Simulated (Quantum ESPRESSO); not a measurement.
W2Ag2NbTa2Sn, one run as intended and one with a planted mistake

A calculation, not a measurement. The program is pw.x of Quantum ESPRESSO 7.5 (plane-wave density functional theory). The cell is made up: eight metal atoms on a face-centred cubic lattice, with elements, volume, strain and displacements drawn at random and not relaxed, so it may be unstable or far from any real phase. PseudoDojo standard norm-conserving files set the functional (PBE unless stated); there is no spin polarisation or spin-orbit coupling, the Fermi-Dirac width of 0.25 eV means electrons at about 2900 K, and the masses in the input are unused placeholders. The tin pseudopotential is less sure than most, with forces differing by about three percent from a second method on plain tin. Heavy elements are run without spin-orbit coupling, which real alloys of them have. A spin test at this wide smearing found no moment, but such smearing suppresses magnetism that the real alloy may have.

Intended input:

```
&control calculation='scf', pseudo_dir='./dojo.nc.sr.pbe.v0_5.standard.upf', outdir='./o', disk_io='minimal', tprnfor=.true., tstress=.true. /
&system ibrav=0, nat=8, ntyp=5, nbnd=74, ecutwfc=84.00895049, nosym=.true., tot_charge=0,
 occupations='smearing', smearing='fd', degauss=0.0183746611
/
&electrons conv_thr=1.470e-08, electron_maxstep=70, mixing_beta=0.5 /
ATOMIC_SPECIES
Ag 1.0 Ag.upf
Nb 1.0 Nb.upf
Sn 1.0 Sn.upf
Ta 1.0 Ta.upf
W 1.0 W.upf
CELL_PARAMETERS angstrom
0.0 2.0405 2.0405
-4.081 2.0405 -2.0405
-4.081 -6.1215 6.1215
ATOMIC_POSITIONS angstrom
W 0.0183 -0.0418 0.033
Ag -4.0464 -4.0411 4.1347
Nb -4.1665 -1.9941 2.1111
W -4.1708 0.0178 0.28
Ta -1.9317 -1.8848 4.1254
Ag -2.0229 0.0667 2.0037
Sn -1.9683 2.0475 0.0401
Ta -6.149 -2.0111 3.8742
K_POINTS automatic
8 5 3 1 1 1
```

The log is shortened where brackets say so; the opening notice, blank lines, dates and the lines on written files are dropped, and the path of the files is cut. It prints rydbergs, bohrs and kilobars, and counts compression as positive stress. Its total energy is the free energy E - TS of the whole cell.

Log of the intended run:

```
     Program PWSCF v.7.5
     Parallel version (MPI & OpenMP), running on       4 processor cores
     Number of MPI processes:                 4
     Threads/MPI process:                     1
     [start-up lines left out]
     bravais-lattice index     =            0
     lattice parameter (alat)  =       5.4532  a.u.
     unit-cell volume          =     917.3317 (a.u.)^3
     number of atoms/cell      =            8
     number of atomic types    =            5
     number of electrons       =       119.00
     number of Kohn-Sham states=           74
     kinetic-energy cutoff     =      84.0090  Ry
     charge density cutoff     =     336.0358  Ry
     scf convergence threshold =      1.5E-08
     mixing beta               =       0.5000
     number of iterations used =            8  plain     mixing
     Exchange-correlation= PBE
                           (   1   4   3   4   0   0   0)
     [axes and pseudopotential details left out]
   Cartesian axes
     site n.     atom                  positions (alat units)
         1        W      tau(   1) = (   0.0063416  -0.0144852   0.0114357  )
         2        Ag     tau(   2) = (  -1.4022234  -1.4003868   1.4328225  )
         3        Nb     tau(   3) = (  -1.4438424  -0.6910275   0.7315722  )
         4        W      tau(   4) = (  -1.4453325   0.0061683   0.0970301  )
         5        Ta     tau(   5) = (  -0.6694037  -0.6531511   1.4295998  )
         6        Ag     tau(   6) = (  -0.7010077   0.0231140   0.6943543  )
         7        Sn     tau(   7) = (  -0.6820869   0.7095325   0.0138961  )
         8        Ta     tau(   8) = (  -2.1308501  -0.6969186   1.3425499  )
     number of k points=    60  Fermi-Dirac smearing, width (Ry)=  0.0184
                       cart. coord. in units 2pi/alat
        k(    1) = (  -0.0824958   0.0324091   0.0559793), wk =   0.0333333
        k(    2) = (   0.0353553   0.1502602  -0.0618718), wk =   0.0333333
     [further k points left out]
     Dense  grid:    95457 G-vectors     FFT dimensions: (  32,  60, 108)
     Estimated max dynamical RAM per process >     390.24 MB
     Estimated total dynamical RAM >       1.46 GB
     Initial potential from superposition of free atoms
     starting charge     118.9924, renormalised to     119.0000
     Starting wfcs are   79 randomized atomic wfcs
     total cpu time spent up to now is        5.6 secs
     per-process dynamical memory:   308.7 Mb
     Self-consistent Calculation
     iteration #  1     ecut=    84.01 Ry     beta= 0.50
     Davidson diagonalization with overlap
     ethr =  1.00E-02,  avg # of iterations =  2.6
     total cpu time spent up to now is       18.1 secs
     total energy              =   -1463.84825828 Ry
     estimated scf accuracy    <       3.36670192 Ry
     iteration #  2     ecut=    84.01 Ry     beta= 0.50
     Davidson diagonalization with overlap
     ethr =  2.83E-03,  avg # of iterations =  4.7
     total cpu time spent up to now is       33.3 secs
     total energy              =   -1461.29508069 Ry
     estimated scf accuracy    <      59.79149683 Ry
     [iterations 3 to 17 left out]
     iteration # 18     ecut=    84.01 Ry     beta= 0.50
     Davidson diagonalization with overlap
     ethr =  2.38E-11,  avg # of iterations =  2.0
     total cpu time spent up to now is      217.4 secs
     total energy              =   -1465.79196889 Ry
     estimated scf accuracy    <       0.00000006 Ry
     iteration # 19     ecut=    84.01 Ry     beta= 0.50
     Davidson diagonalization with overlap
     ethr =  2.38E-11,  avg # of iterations =  1.0
     total cpu time spent up to now is      226.7 secs
     End of self-consistent calculation
     [lines on levels left out]
!    total energy              =   -1465.79196889 Ry
     estimated scf accuracy    <          1.7E-09 Ry
     smearing contrib. (-TS)   =      -0.10205090 Ry
     internal energy E=F+TS    =   -1465.68991800 Ry
     The total energy is F=E-TS. E is the sum of the following terms:
     one-electron contribution =    -378.27918427 Ry
     hartree contribution      =     262.47577592 Ry
     xc contribution           =    -288.79903638 Ry
     ewald contribution        =   -1061.08747328 Ry
     convergence has been achieved in  19 iterations
     Forces acting on atoms (cartesian axes, Ry/au):
     atom    1 type  5   force =     0.03900763   -0.00793765    0.00848027
     atom    2 type  1   force =    -0.01917082    0.01353730   -0.03758709
     atom    3 type  2   force =     0.08344911   -0.00745470   -0.00957694
     atom    4 type  5   force =     0.01560362    0.04131920   -0.06362712
     atom    5 type  4   force =    -0.08901758    0.00884043   -0.00211153
     atom    6 type  1   force =    -0.00118631   -0.01549799    0.03625465
     atom    7 type  3   force =    -0.02647714    0.00822570   -0.00707692
     atom    8 type  4   force =    -0.00220851   -0.04103229    0.07524469
     Total force =     0.185640     Total SCF correction =     0.000270
     Computing stress (Cartesian axis) and pressure
          total   stress  (Ry/bohr**3)                   (kbar)     P=      156.65
   0.00121086  -0.00004899   0.00010715          178.12       -7.21       15.76
  -0.00004899   0.00105136  -0.00000511           -7.21      154.66       -0.75
   0.00010715  -0.00000511   0.00093246           15.76       -0.75      137.17
     init_run     :      5.31s CPU      5.49s WALL (       1 calls)
     electrons    :    217.02s CPU    221.11s WALL (       1 calls)
     forces       :      1.99s CPU      2.01s WALL (       1 calls)
     stress       :      6.84s CPU      6.97s WALL (       1 calls)
     [timing details left out]
     PWSCF        :   3m51.25s CPU   3m55.73s WALL
     JOB DONE.
```

A second run has one planted mistake: one atom is of a wrong element. The input lines that differ:

```
- &system ibrav=0, nat=8, ntyp=5, nbnd=74, ecutwfc=84.00895049, nosym=.true., tot_charge=0,
+ &system ibrav=0, nat=8, ntyp=6, nbnd=72, ecutwfc=84.00895049, nosym=.true., tot_charge=0,
+ Mg 1.0 Mg.upf
- Ta -6.149 -2.0111 3.8742
+ Mg -6.149 -2.0111 3.8742
```

Its log:

```
     Program PWSCF v.7.5
     Parallel version (MPI & OpenMP), running on       4 processor cores
     Number of MPI processes:                 4
     Threads/MPI process:                     1
     [start-up lines left out]
     bravais-lattice index     =            0
     lattice parameter (alat)  =       5.4532  a.u.
     unit-cell volume          =     917.3317 (a.u.)^3
     number of atoms/cell      =            8
     number of atomic types    =            6
     number of electrons       =       116.00
     number of Kohn-Sham states=           72
     kinetic-energy cutoff     =      84.0090  Ry
     charge density cutoff     =     336.0358  Ry
     scf convergence threshold =      1.5E-08
     mixing beta               =       0.5000
     number of iterations used =            8  plain     mixing
     Exchange-correlation= PBE
                           (   1   4   3   4   0   0   0)
     [axes and pseudopotential details left out]
   Cartesian axes
     site n.     atom                  positions (alat units)
         1        W      tau(   1) = (   0.0063416  -0.0144852   0.0114357  )
         2        Ag     tau(   2) = (  -1.4022234  -1.4003868   1.4328225  )
         3        Nb     tau(   3) = (  -1.4438424  -0.6910275   0.7315722  )
         4        W      tau(   4) = (  -1.4453325   0.0061683   0.0970301  )
         5        Ta     tau(   5) = (  -0.6694037  -0.6531511   1.4295998  )
         6        Ag     tau(   6) = (  -0.7010077   0.0231140   0.6943543  )
         7        Sn     tau(   7) = (  -0.6820869   0.7095325   0.0138961  )
         8        Mg     tau(   8) = (  -2.1308501  -0.6969186   1.3425499  )
     number of k points=    60  Fermi-Dirac smearing, width (Ry)=  0.0184
                       cart. coord. in units 2pi/alat
        k(    1) = (  -0.0824958   0.0324091   0.0559793), wk =   0.0333333
        k(    2) = (   0.0353553   0.1502602  -0.0618718), wk =   0.0333333
     [further k points left out]
     Dense  grid:    95457 G-vectors     FFT dimensions: (  32,  60, 108)
     Estimated max dynamical RAM per process >     384.95 MB
     Estimated total dynamical RAM >       1.44 GB
     Initial potential from superposition of free atoms
     starting charge     115.9925, renormalised to     116.0000
     Starting wfcs are   74 randomized atomic wfcs
     total cpu time spent up to now is        9.5 secs
     per-process dynamical memory:   300.2 Mb
     Self-consistent Calculation
     iteration #  1     ecut=    84.01 Ry     beta= 0.50
     Davidson diagonalization with overlap
     ethr =  1.00E-02,  avg # of iterations =  4.6
     total cpu time spent up to now is       31.5 secs
     total energy              =   -1452.64137361 Ry
     estimated scf accuracy    <       3.02577128 Ry
     iteration #  2     ecut=    84.01 Ry     beta= 0.50
     Davidson diagonalization with overlap
     ethr =  2.61E-03,  avg # of iterations =  5.5
     total cpu time spent up to now is       53.4 secs
     total energy              =   -1450.03202824 Ry
     estimated scf accuracy    <      59.65304762 Ry
     [iterations 3 to 15 left out]
     iteration # 16     ecut=    84.01 Ry     beta= 0.50
     Davidson diagonalization with overlap
     ethr =  1.17E-09,  avg # of iterations =  1.1
     total cpu time spent up to now is      307.3 secs
     total energy              =   -1454.38356049 Ry
     estimated scf accuracy    <       0.00000008 Ry
     iteration # 17     ecut=    84.01 Ry     beta= 0.50
     Davidson diagonalization with overlap
     ethr =  6.99E-11,  avg # of iterations =  2.0
     total cpu time spent up to now is      321.8 secs
     End of self-consistent calculation
     [lines on levels left out]
!    total energy              =   -1454.38356050 Ry
     estimated scf accuracy    <          7.8E-09 Ry
     smearing contrib. (-TS)   =      -0.09160931 Ry
     internal energy E=F+TS    =   -1454.29195119 Ry
     The total energy is F=E-TS. E is the sum of the following terms:
     one-electron contribution =    -460.80312000 Ry
     hartree contribution      =     293.12639011 Ry
     xc contribution           =    -275.04107101 Ry
     ewald contribution        =   -1011.57415029 Ry
     convergence has been achieved in  17 iterations
     Forces acting on atoms (cartesian axes, Ry/au):
     atom    1 type  6   force =     0.03162190   -0.02523859    0.02401254
     atom    2 type  1   force =     0.00067771    0.00928635   -0.01921482
     atom    3 type  3   force =     0.08380235    0.01088486   -0.03576842
     atom    4 type  6   force =     0.01505640    0.04176847   -0.06235337
     atom    5 type  5   force =    -0.06291053    0.00128785    0.00073445
     atom    6 type  1   force =    -0.00268074   -0.01446978    0.03448025
     atom    7 type  4   force =    -0.03142915    0.00541830   -0.00263626
     atom    8 type  2   force =    -0.03413794   -0.02893747    0.06074562
     Total force =     0.170387     Total SCF correction =     0.000408
     Computing stress (Cartesian axis) and pressure
          total   stress  (Ry/bohr**3)                   (kbar)     P=      139.04
   0.00106356   0.00018436  -0.00019891          156.45       27.12      -29.26
   0.00018436   0.00090422  -0.00006323           27.12      133.02       -9.30
  -0.00019891  -0.00006323   0.00086782          -29.26       -9.30      127.66
     init_run     :      7.11s CPU      7.36s WALL (       1 calls)
     electrons    :    306.51s CPU    312.31s WALL (       1 calls)
     forces       :      2.18s CPU      2.20s WALL (       1 calls)
     stress       :      7.62s CPU      7.82s WALL (       1 calls)
     [timing details left out]
     PWSCF        :   5m25.58s CPU   5m31.93s WALL
     JOB DONE.
```

|  | intended run | run with the mistake |
| --- | --- | --- |
| free energy (eV) | -19943.116 | -19787.896 |
| entropy term -TS, part of it (eV) | -1.388 | -1.246 |
| pressure (GPa) | 15.67 | 13.90 |
| size of the largest force component (eV/Å) | 2.289 | 2.155 |
| largest change of a force component (eV/Å) |  | 0.821 |
| iterations | 19 | 17 |

For scale, a rerun of the intended cell at a higher cutoff and on a denser mesh moved values by no more than 0.006 eV in energy, 0.03 GPa in stress and 0.014 eV/Å in force, and a second program with other atomic files agreed on that cell to 2 % rms in force and 0.5 GPa in pressure. Files of another functional or element have another zero of energy, so the energy change says nothing on stability. The number of bands, nbnd, was set by rule from the electron count, so it follows the mistake.